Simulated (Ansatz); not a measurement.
Here is the system:

HfRu:
```
HfRu
1.0
    3.18160     0.00000     0.00000
    0.00000     3.18160     0.00000
    0.00000     0.00000     3.18160
Hf Ru
1 1
Direct
  0.00000   0.00000   0.00000
  0.50000   0.50000   0.50000
```

This is the LDA-relaxed structure.

Task: All from LDA (plane waves, PAW; program Ansatz), unless another level is named. Estimate the formation energy from the elements (no fitted shifts).

Result: -0.77 eV/atom.

Task: And the density of states at the Fermi level?

Result: 0.18 states/eV per atom (mean over ±0.08 eV).

Space group Pm-3m (CsCl type). The first step of the workflow began from a Materials Project structure, measured or hypothetical; the Crystallography Open Database files this formula in space group No. 221, but the cells were not matched. Its standing as an ambient phase is unchecked. The LDA relaxation kept the symmetry of its start; of distortions, only those at the zone centre were tested. The run is not spin-polarised. The references are the lowest solids computed at this level, not always the standard phases. Spin–orbit coupling is left out wherever it is not named.

Potentials: the later of the program's two PAW sets.
